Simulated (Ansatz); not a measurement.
Step by step: Ba2C, relaxation of cell and atoms

All numbers below come from DFT, PBE, PAW with Ansatz's default frozen-core files, scalar-relativistic in Ansatz 0.2.0.

Command: `ansatz run input.yaml --threads 1 --pin off --max-ram 3072MiB --backend cpu --events-out ev --progress --plain --runs-dir out` The run took about 20 s on 1 thread of a shared machine.

```yaml
crystal:
  lattice:
    - [0.0, 3.6854175856, 3.6854175856]
    - [3.6854175856, 0.0, 3.6854175856]
    - [3.6854175856, 3.6854175856, 0.0]
  atoms:
    - { symbol: C, position: [0.0, 0.0, 0.0] }
    - { symbol: Ba, position: [0.25, 0.25, 0.25] }
    - { symbol: Ba, position: [0.75, 0.75, 0.75] }
kpoints:
  mp_grid: { grid: [10, 10, 10] }
scf:
  occupations: { method: fermi_dirac, width: 0.05 }
hamiltonian:
  xc: pbe
  pseudopotentials: { kind: paw }
output:
  forces: true
  stress: true
relax:
  f_tol: 0.005
  max_steps: 80
  cell: {}
```

Spin–orbit coupling is left out, though it moves levels of the heavy atoms by tenths of an eV or more.

The cell is built from the fluorite type as a first guess.

The cutoff is 420 eV; energies and pressures of the walk include the program's estimate of the Pulay term.

Each frame lists the cell vectors (Å), then Cartesian positions (Å); symmetry keeps all forces zero. Free energies count from the first step, -12147.8190 eV.

The walk took 5 evaluations in all; steps that aren't listed are left out.

Step 1: E = 0.0 meV, P = -3.45 GPa

```
cell 0.0000 3.6854 3.6854 3.6854 0.0000 3.6854 3.6854 3.6854 0.0000
C     0.0000    0.0000    0.0000
Ba    1.8427    1.8427    1.8427
Ba    5.5281    5.5281    5.5281
```

Step 2: E = -160.7 meV, P = 0.28 GPa

```
cell 0.0000 3.5099 3.5099 3.5099 0.0000 3.5099 3.5099 3.5099 0.0000
C     0.0000    0.0000    0.0000
Ba    1.7549    1.7549    1.7549
Ba    5.2648    5.2648    5.2648
```

Step 3: E = -161.0 meV, P = -0.07 GPa

```
cell 0.0000 3.5219 3.5219 3.5219 0.0000 3.5219 3.5219 3.5219 0.0000
C     0.0000    0.0000    0.0000
Ba    1.7610    1.7610    1.7610
Ba    5.2828    5.2828    5.2828
```

(1) How does the relaxation end?

Results:

(1) It converges, with a = 7.039 Å, b = 7.039 Å, c = 7.039 Å, α = 90.00°, β = 90.00°, γ = 90.00° (conventional cell, space group Fm-3m). The last solve (on a basis chosen afresh for the final cell, so its energy is not quite comparable) gives E = -158.6 meV, P = -0.04 GPa:
```
cell 0.0000 3.5195 3.5195 3.5195 0.0000 3.5195 3.5195 3.5195 0.0000
C     0.0000    0.0000    0.0000
Ba    1.7598    1.7598    1.7598
Ba    5.2793    5.2793    5.2793
```
